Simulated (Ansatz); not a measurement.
**Elastic constants of GaRh3C: input and output**

Level of theory: DFT PBEsol, scalar-relativistic, plane waves, PAW in Ansatz 0.2.0.

It can be run as:
```bash
ansatz run input.yaml --threads 1 --pin off --backend cpu --events-out ev --progress --plain --runs-dir out  # memory cap (--max-ram) not shown
```

Input (bare energies are in eV):
```yaml
crystal:
  lattice:
    - [3.9947695408, 0.0, 0.0]
    - [0.0, 3.9947695408, 0.0]
    - [0.0, 0.0, 3.9947695408]
  atoms:
    - { symbol: Ga, position: [0.0, 0.0, 0.0] }
    - { symbol: Rh, position: [0.0, 0.5, 0.5] }
    - { symbol: Rh, position: [0.5, 0.0, 0.5] }
    - { symbol: Rh, position: [0.5, 0.5, 0.0] }
    - { symbol: C, position: [0.5, 0.5, 0.5] }
basis:
  ecutwfc: 420
kpoints:
  mp_grid: { grid: [10, 10, 10] }
hamiltonian:
  xc: pbesol
scf:
  occupations: { method: fermi_dirac, width: 0.15 }
output:
  forces: true
  stress: true
  eigenvalues: true
elastic:
  mode: relaxed_ion
  amplitude: 0.005
```

From the output:
```
--- Elastic constants: 2 strain directions × 4 members + reference (group order 48) ---
  dense FFT box of the reference and of every strained cell: 27×27×27
  strains applied: 11, 23; error gains: componentwise 1.00 (the most a stress slope's error grows in a printed constant), spectral 1.73 (1 for all six strains in a standard setting)
  C = ∂σ_k/∂η_j (tension-positive GPa; Voigt order 11 22 33 23 13 12):
       407.812    166.186    166.186     -0.000     -0.000     -0.000
       166.186    407.812    166.186     -0.000     -0.000     -0.000
       166.186    166.186    407.812     -0.000     -0.000     -0.000
         0.000     -0.000     -0.000     64.415      0.000      0.000
         0.000     -0.000     -0.000     -0.000     64.415      0.000
        -0.000     -0.000      0.000      0.000      0.000     64.415
  reference stress σ⁰ (GPa):     -0.001     -0.001     -0.001     -0.000      0.000     -0.000
  C* (energy form; C + prestress term) asymmetry max|C*_kj − C*_jk| = 5.684e-14 GPa — a small one proves nothing (zero by symmetry where the batch's group is 432, −43m or m−3m); a large one is finite-difference/SCF noise where every solve ...
  moduli (Voigt/Reuss/Hill, GPa): K = 246.73/246.73/246.73   G = 86.97/79.20/83.09   E = 224.11   ν = 0.349
  mechanically stable: yes (min eigenvalue of sym C = 64.42 GPa)
  strain η (Voigt 11):  stress-route row diagonal C_11 = 407.81 GPa, energy-path curvature d²(F+E_count+ΔE)/dδ²/Ω₀ = 407.93 GPa
    cells at ±δ against ±2δ: C11 407.97 and 408.46 GPa, apart by 0.12 % of the column's largest entry
         δ    σ_11 (GPa) F (eV) n_scf n_hpsi n_pw
    -1.000e-2      -4.2915      -23006.9076364      11  106000   1256   relax 0 steps, max|allowed force component| 1.01e-29 eV/Å
    -5.000e-3      -2.0924      -23006.9139866       5   81824   1261   relax 0 steps, max|allowed force component| 1.42e-29 eV/Å
     5.000e-3       1.9874      -23006.9140355       6  102532   1271   relax 0 steps, max|allowed force component| 1.63e-29 eV/Å
     1.000e-2       3.8776      -23006.9081971       9   90082   1280   relax 0 steps, max|allowed force component| 1.32e-28 eV/Å
  strain η (Voigt 23):  stress-route row diagonal C_44 = 64.42 GPa, energy-path curvature d²(F+E_count+ΔE)/dδ²/Ω₀ = 64.42 GPa
    cells at ±δ against ±2δ: C44 64.41 and 64.38 GPa, apart by 0.04 % of the column's largest entry
         δ    σ_23 (GPa) F (eV) n_scf n_hpsi n_pw
    -1.000e-2      -0.6438      -23006.9147566      10  146933   1265   relax 0 steps, max|allowed force component| 4.04e-29 eV/Å
    -5.000e-3      -0.3220      -23006.9157253       4  105969   1267   relax 0 steps, max|allowed force component| 2.08e-29 eV/Å
     5.000e-3       0.3220      -23006.9157253       4  103388   1267   relax 0 steps, max|allowed force component| 2.15e-29 eV/Å
     1.000e-2       0.6438      -23006.9147566       9  130078   1265   relax 0 steps, max|allowed force component| 8.20e-30 eV/Å
```

The cell was built by swapping an element in a database structure (itself possibly hypothetical) and relaxing; it need not be the stable form of this composition. In a metal, frequencies and elastic constants depend on the k mesh and the smearing, soft modes and shear constants most.